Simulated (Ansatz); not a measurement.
**Does relaxation matter for the field gradients of ZnPtC6N6?**

Start: a structure deposited in the COD, atoms as given.

Space group Fm-3m (No. 225); a = 10.5220 Å.

```
site  Wyckoff  site symmetry       x       y       z
  Zn       4b           m-3m  0.5000  0.5000  0.5000
  Pt       4a           m-3m  0.0000  0.0000  0.0000
   C      24e           4m.m  0.5000  0.5000  0.1929
   N      24e           4m.m  0.5000  0.5000  0.2957
```

One atom of each set is listed; the run and its k-mesh use a cell of 14 atoms with edges of 7.44, 7.44, 7.44 Å.

Method: Kohn–Sham DFT in Ansatz, PBE, plane waves and PAW, scalar-relativistic, 420 eV cutoff, Γ-centred 6×6×6 k-points, Fermi–Dirac smearing 0.05 eV.

The largest force at the start is 12 eV/Å. Relaxing the ions at fixed cell moves them by 0.046 Å at most (atom 12, N) and 0.035 Å rms.

| site | moved (Å) | first shell before | first shell after | V_zz before (10²¹ V/m²) | η before |
| --- | --- | --- | --- | --- | --- |
| C | 0.028 | 1 N at 1.08 Å, 1 Pt at 2.03 Å, angle 180° | 1 N at 1.16 Å, 1 Pt at 2.00 Å, angle 180° | -4.04 | 0.00 |
| N | 0.046 | 1 C at 1.08 Å, 1 Zn at 2.15 Å, angle 180° | 1 C at 1.16 Å, 1 Zn at 2.10 Å, angle 180° | -7.25 | 0.00 |

(1) What are V_zz and η after the relaxation?

## Answers

(1) 

| site | V_zz after | η after | change of V_zz |
| --- | --- | --- | --- |
| C | -3.78 | 0.00 | +0.26 |
| N | -5.82 | 0.00 | +1.43 |

The largest change of V_zz is on N, from -7.25 to -5.82. In per cent, |V_zz| changes by -6 on C, -20 on N (all sites that start above 0.5). Sites without a gradient aren't listed. Forces this large mark an entry whose positions are poorly determined or wrongly transcribed.

Without spin–orbit coupling the gradients at and beside Pt can be off by some per cent, at some sites by more. The database entry as given showed forces above 3 eV/Å or a pressure above 30 GPa, though relaxing it moves no atom far.
